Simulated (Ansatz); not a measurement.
## Every step of a relaxation of Lu2Ge (CdCl2 type)

DFT, r2SCAN, PAW with Ansatz's default frozen-core files, scalar-relativistic (Ansatz 0.2.0); a Γ-centred 11×11×11 k mesh, Fermi–Dirac smearing of 0.05 eV, no spin polarisation. The run relaxes cell and atoms at a target pressure of 0 GPa.

Command: `ansatz run input.yaml --threads 1 --pin off --max-ram 3072MiB --backend cpu --events-out ev --progress --plain --runs-dir out` It took 10 min on 1 thread of Arm Neoverse V1, with other jobs on the host, peak memory 0.87 GiB.

```yaml
crystal:
  lattice:
    - [1.871257572, -1.0803710629, 5.7385232209]
    - [0.0, 2.1607421259, 5.7385232209]
    - [-1.871257572, -1.0803710629, 5.7385232209]
  atoms:
    - { symbol: Ge, position: [0.0, 0.0, 0.0] }
    - { symbol: Lu, position: [0.26, 0.26, 0.26] }
    - { symbol: Lu, position: [0.74, 0.74, 0.74] }
kpoints:
  mp_grid: { grid: [11, 11, 11] }
scf:
  occupations: { method: fermi_dirac, width: 0.05 }
hamiltonian:
  xc: r2scan
  pseudopotentials: { kind: paw }
output:
  forces: true
  stress: true
  write_density: true
  write_potential: true
  elf: true
  volumetric_format: npy
relax:
  f_tol: 0.005
  max_steps: 50
  cell: {}
```

Each step lists its free energy a cell above the last geometry, the pressure, the cell vectors (Å), and Cartesian positions (Å) with forces (eV/Å).

The first step:

```
step 1  dF = 1972.08 meV  P = 28.8 GPa
  cell 1.8713 -1.0804 5.7385  0.0000 2.1607 5.7385  -1.8713 -1.0804 5.7385
  Ge 0.0000 0.0000 0.0000   0.0000 0.0000 0.0000
  Lu 0.0000 0.0000 4.4760   0.0000 0.0000 -4.6665
  Lu 0.0000 0.0000 12.7395   0.0000 0.0000 4.6665
```

Spin–orbit coupling is left out, which matters for the heavy atoms. The PAW files were made under PBE.

Question: Where does the relaxation end, and by which steps?

Answer: After 7 geometries, with conventional a, b, c = 4.057, 4.057, 17.385 Å, at 27.528 Å³/atom (+18.64 % against the start) in space group R-3m, with a shortest distance of 2.787 Å. The further steps:
```
step 2  dF = 222.95 meV  P = 8.08 GPa
  cell 1.9262 -1.1121 5.8857  0.0000 2.2241 5.8857  -1.9262 -1.1121 5.8857
  Ge 0.0000 0.0000 0.0000   0.0000 0.0000 0.0000
  Lu 0.0000 0.0000 4.3909   0.0000 0.0000 -0.9736
  Lu 0.0000 0.0000 13.2661   0.0000 0.0000 0.9736
step 3  dF = 76.86 meV  P = 0.53 GPa
  cell 2.0050 -1.1576 6.1425  0.0000 2.3151 6.1425  -2.0050 -1.1576 6.1425
  Ge 0.0000 0.0000 0.0000   0.0000 0.0000 0.0000
  Lu 0.0000 0.0000 4.6449   0.0000 0.0000 -0.6113
  Lu 0.0000 0.0000 13.7826   0.0000 0.0000 0.6113
step 4  dF = 8.14 meV  P = -0.11 GPa
  cell 2.0098 -1.1604 5.8800  0.0000 2.3207 5.8800  -2.0098 -1.1604 5.8800
  Ge 0.0000 0.0000 0.0000   0.0000 0.0000 0.0000
  Lu 0.0000 0.0000 4.3315   0.0000 0.0000 0.2094
  Lu 0.0000 0.0000 13.3084   0.0000 0.0000 -0.2094
step 5  dF = 2.34 meV  P = -0.08 GPa
  cell 2.0174 -1.1647 5.8692  0.0000 2.3294 5.8692  -2.0174 -1.1647 5.8692
  Ge 0.0000 0.0000 0.0000   0.0000 0.0000 0.0000
  Lu 0.0000 0.0000 4.3400   0.0000 0.0000 0.0512
  Lu 0.0000 0.0000 13.2677   0.0000 0.0000 -0.0512
step 6  dF = 0.05 meV  P = -0.06 GPa
  cell 2.0285 -1.1712 5.8011  0.0000 2.3423 5.8011  -2.0285 -1.1712 5.8011
  Ge 0.0000 0.0000 0.0000   0.0000 0.0000 0.0000
  Lu 0.0000 0.0000 4.2897   0.0000 0.0000 0.0020
  Lu 0.0000 0.0000 13.1136   0.0000 0.0000 -0.0020
step 7  dF = 0.00 meV  P = 0.00 GPa
  cell 2.0283 -1.1710 5.7949  0.0000 2.3421 5.7949  -2.0283 -1.1710 5.7949
  Ge 0.0000 0.0000 0.0000   0.0000 0.0000 0.0000
  Lu 0.0000 0.0000 4.2844   0.0000 0.0000 -0.0006
  Lu 0.0000 0.0000 13.1001   0.0000 0.0000 0.0006
step 8  dF = -4.72 meV  P = 0.03 GPa  (same geometry on a basis chosen anew; earlier energies don't compare to the last digit)
  cell 2.0283 -1.1710 5.7949  0.0000 2.3421 5.7949  -2.0283 -1.1710 5.7949
  Ge 0.0000 0.0000 0.0000   0.0000 0.0000 0.0000
  Lu 0.0000 0.0000 4.2844   0.0000 0.0000 -0.0009
  Lu 0.0000 0.0000 13.1001   0.0000 0.0000 0.0009
```
